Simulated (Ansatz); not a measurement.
Trial structure of Rb3TaP2, not yet relaxed:

```yaml
crystal:
  lattice:
    - [6.93835, 0.00000, 0.00000]
    - [-3.46918, 6.00879, 0.00000]
    - [0.00000, 0.00000, 4.34164]
  atoms:
    - { symbol: Rb, position: [0.50000, 0.00000, 0.50000] }
    - { symbol: Rb, position: [0.50000, 0.50000, 0.50000] }
    - { symbol: Rb, position: [0.00000, 0.50000, 0.50000] }
    - { symbol: Ta, position: [0.00000, 0.00000, 0.00000] }
    - { symbol: P, position: [0.33333, 0.66667, 0.00000] }
    - { symbol: P, position: [0.66667, 0.33333, 0.00000] }
```

Theory: DFT PBE, scalar-relativistic, plane waves, PAW in Ansatz 0.2.0. Plane waves to 420 eV, a k mesh through Γ of 3×3×4 on the computed 6-atom cell and Gaussian smearing (0.10 eV); no spin polarisation.

Energies over the elements count from the elements' standard structures at the same level, with no fitted energy shifts. The references include black phosphorus.

**Question.** How far from equilibrium is it?

**Answer.** The pressure is 5.4 GPa (the mean over three directions, positive in compression), the largest force is 0.00 eV/Å (symmetry fixes the atoms), and the energy is +1.64 eV/atom against the elements. The shortest distance is 2.95 Å.

**Question.** Is it a good guess?

**Answer.** A rough one: relaxing gains about 0.46 eV/atom (the start's value is from the coarse mesh, so the gain is rough) in 16 ionic steps and ends at +1.18 eV/atom on the finer mesh. The symmetry stays P6/mmm (No. 191). The volume per atom shrinks by 8.1 %, from 30.2 to 27.7 Å³. The shortest distance goes from 2.95 Å (Rb–P) to 2.89 Å (Rb–Rb). The ratio c/a of the conventional cell changes by a factor of 1.58. Conventional cell: a = 5.788 Å, c = 5.732 Å. Rb is surrounded by 4 Rb at 2.89 Å, 4 P at 3.32 Å and 4 Ta at 4.07 Å; Ta is surrounded by 6 P at 3.34 Å and 12 Rb at 4.07 Å; P has 6 Rb at 3.32 Å, 3 Ta at 3.34 Å and 3 P at 3.34 Å.

The last run used a 9×9×8 mesh (in the run's order of axes) for its 6-atom cell and Gaussian smearing of 0.10 eV. Spin–orbit coupling, which can matter for Ta, is left out. The cell is a metal run without spin; a magnetic state may lie lower. The reference form of P is held partly by dispersion forces, which this level lacks. The relaxation can't lower the symmetry of the start, and the grade says only how near the guess is to its own end. Symmetry constrained the relaxation, so the result can be a saddle point.
